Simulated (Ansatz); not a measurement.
Polymorphs of Au, each relaxed with PBEsol in the plane-wave PAW code Ansatz:

A: hcp (Mg type) (P6_3/mmc)
a = 2.876 Å, b = 2.876 Å, c = 4.757 Å, α = 90.00°, β = 90.00°, γ = 120.00°

```csv
atom,site,symmetry,x,y,z
Au,2d,-6m2,0.6667,0.3333,0.2500
```

B: fcc (Cu type) (Fm-3m)
a = b = c = 4.0817 Å, α = β = γ = 90.00°

```tsv
atom	site	symmetry	x	y	z
Au	4a	m-3m	0.0000	0.0000	0.0000
```

Q: Put the candidates in order of energy per atom at 0 K, lowest first, for PBEsol.

A: B (+0 meV/atom), A (+12 meV/atom)

Not the usual ambient phase: A. All cells were relaxed under the symmetry of their starts (and spin orders); stability against distortions was not tested throughout. Scalar-relativistic: spin–orbit coupling is off unless named, which matters more the heavier the elements.

Energies hold the estimated change up to a 700 eV cutoff; steps of a few meV lie near the error of the meshes.

Potentials: the later of the program's two PAW sets.
